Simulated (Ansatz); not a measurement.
# Calculated with Ansatz: Y₃GeBr, settings compared

Input:

```yaml
crystal:
  lattice:
    - [3.734082, 2.155869, 3.16]
    - [-3.734082, 2.155869, 3.16]
    - [0.0, -4.311747, 3.16]
  atoms:
    - { symbol: "Y", position: [0.50693, 0.99874, 0.50693] }
    - { symbol: "Y", position: [0.50693, 0.50693, 0.99874] }
    - { symbol: "Y", position: [0.99874, 0.50693, 0.50693] }
    - { symbol: Br, position: [0.01, 0.01, 0.01] }
    - { symbol: Ge, position: [0.53943, 0.53943, 0.53943] }
  symmetry: { tolerance: 0.0003 }
kpoints:
  mp_grid: { grid: [4, 4, 4], shift: [0, 0, 0] }
magnetization:
  spin_polarized: false
scf:
  occupations: { method: fermi_dirac }
hamiltonian:
  pseudopotentials: { kind: paw }
  xc: pbe
basis:
  ecutwfc: 420
output:
  forces: true
  stress: true
  eigenvalues: true
```

The command:

```bash
ansatz run input.yaml --threads 1 --pin off --max-ram 2560MiB --backend cpu --events-out ev --progress --plain --runs-dir out
```

Origin of the cell: a known structure type with other elements, at an estimated volume, so it need not be a known compound.

The smearing width isn't typed, so it takes its default of 0.1 eV.

Output of this run (shortened):

```
Warning: crystal.lattice misses the space group found at crystal.symmetry.tolerance 3.0e-4 in a digit that the deck types, which is why this is a warning: making the lattice exact moves one o […]
Pseudopotentials: kind: paw
Pseudopotential: Y, paw, valence charge 11, recommended cutoff 420 eV (normal), Y.paw.azcp
Pseudopotential: Br, paw, valence charge 7, recommended cutoff 420 eV (normal), Br.paw.azcp
Pseudopotential: Ge, paw, valence charge 14, recommended cutoff 420 eV (normal), Ge.paw.azcp
Functional definition: PBE
  exchange = pbe_x(kappa = kappa, mu = beta*pi^2/3)
  correlation = pbe_c(beta = beta)
Crystal: 5 atoms, lattice volume = 152.632 Å³
Basis set: ecut = 420 eV, 2987 PW (Γ), exchange–correlation on 72×72×72 points (8 copies of the dense FFT grid, shifted against one another)
Bands: 33, of which v1, the nominal top of the filled ones, is band 27 counted from 1 (26 counted from 0)
Symmetry: 6 space group operations
[… 8 lines left out …]
Initial density: superposition of atomic densities (neutral atoms: chi_scale 0, normalization atom), corrected by the library's trained network
Functional: x = pbe(κ = 0.804, μ = 0.219515), c = pbe(β = 0.066725)
SCF iter   1: F=—  HF=-18624.252443 eV  Δρ=4.27e-3  dr2=4.37e-2
SCF iter   2: F=—  HF=-18624.245723 eV  Δρ=2.37e-3  dr2=1.32e-2
SCF iter   3: F=—  HF=-18624.244849 eV  Δρ=5.91e-4  dr2=5.65e-4
SCF iter   4: F=—  HF=-18624.245047 eV  Δρ=3.08e-4  dr2=1.39e-4
SCF iter   5: F=—  HF=-18624.244989 eV  Δρ=8.65e-5  dr2=1.63e-5
SCF iter   6: F=—  HF=-18624.244985 eV  Δρ=2.26e-5  dr2=1.48e-6
SCF iter   7: F=-18624.244985 eV  HF=-18624.244985 eV  Δρ=6.04e-6  dr2=9.54e-8
SCF 1 converged in 7 iterations: F = -18624.244985 eV  dr2 = 9.54e-8
SCF converged after 7 iterations
Free energy (F): -18624.244985 eV
Harris-Foulkes:  -18624.244985 eV  (|F-HF|=9.94e-9)
Internal energy: -18624.029380 eV  (E = F + TS)
E sigma→0 (E₀):  -18624.137183 eV
Entropy (-TS):   -0.215605 eV (-43.121 meV/atom)
Fermi energy:    8.753088 eV
--- Per-component energies (eV) ---
  E_band       = -543.478833
  E_kinetic    = 1166.144785
  E_local      = -5427.147601  (includes V_loc(G=0)·N_el)
  E_nonlocal   = 639.524521
  E_hartree    = 2163.907351
  E_xc         = -861.164586
  E_vxc        = -767.028068  (∫ρ·V_xc dr)
  E_paw        = -12742.033704  (= ΣΔE_a)
  E_vpaw       = -482.793990  (= ΣTr[D̂ρ^β])
  E_aug_tail   = 0.000338  (compensation charges beyond the density's cutoff)
  E_ewald      = -3563.260486
  E_smearing   = -0.215605  (= −TS)
  Σ components = -18624.244985   (vs F -18624.244985, Δ=0.00e0)
--- Forces (eV/Å), atoms counted from 1 ---
  atom   1  Y     -2.234682     1.290194     1.494277
  atom   2  Y      0.000000    -2.580389     1.494275
  atom   3  Y      2.234682     1.290194     1.494277
  atom   4  Br     0.000000    -0.000000     0.013569
  atom   5  Ge     0.000000     0.000002    -4.496261
  max |Σ_I F_I| component: 1.36e-4 eV/Å
--- Stress (GPa, compression-positive) ---
        7.188827       0.000000      -0.000000
        0.000000       7.188827       0.000001
       -0.000000       0.000001       4.205102
  P = ⅓ Tr σ = 6.1943 GPa (61.943 kbar)
```

The same input was run again with these changes:

1. `basis.ecutrho_ratio` default → 4; `scf.lower_state_search` default → "off"
2. `accuracy` default → high
3. `scf.mixing.algorithm` default → anderson; `scf.mixing.beta` default → 0.7; `hamiltonian.dispersion` default → d3bjatm
4. `kpoints.mp_grid.grid` [4, 4, 4] → [1, 1, 1]

```json
{"run": "base", "end": "converged", "SCF iterations": "7", "P (GPa)": "6.19", "max force component (eV/Å)": "4.496", "gap on mesh (eV)": "none", "moment (μB)": "–", "ΔE(σ→0) (meV/atom)": "0"}
{"run": "1", "end": "converged", "SCF iterations": "7", "P (GPa)": "6.19", "max force component (eV/Å)": "4.496", "gap on mesh (eV)": "none", "moment (μB)": "–", "ΔE(σ→0) (meV/atom)": "0.00"}
{"run": "2", "end": "converged", "SCF iterations": "10", "P (GPa)": "6.19", "max force component (eV/Å)": "4.496", "gap on mesh (eV)": "none", "moment (μB)": "–", "ΔE(σ→0) (meV/atom)": "0.00"}
{"run": "3", "end": "converged", "SCF iterations": "7", "P (GPa)": "4.70", "max force component (eV/Å)": "4.489", "gap on mesh (eV)": "none", "moment (μB)": "–", "ΔE(σ→0) (meV/atom)": "–"}
{"run": "4", "end": "converged", "SCF iterations": "11", "P (GPa)": "9.08", "max force component (eV/Å)": "4.757", "gap on mesh (eV)": "–", "moment (μB)": "–", "ΔE(σ→0) (meV/atom)": "918.47"}
```

Energies are compared only where functional, datasets, charge and starting cell are the same.

Not properties of the system: run 4 (too coarse or loose: `kpoints.mp_grid.grid` = [1, 1, 1]).

Run 4: the k mesh is coarse if the cell is a metal.

The base run took 5.3 s on 1 thread of Arm Neoverse V2, on a shared host, peak memory 0.35 GiB, from the program's own first density.
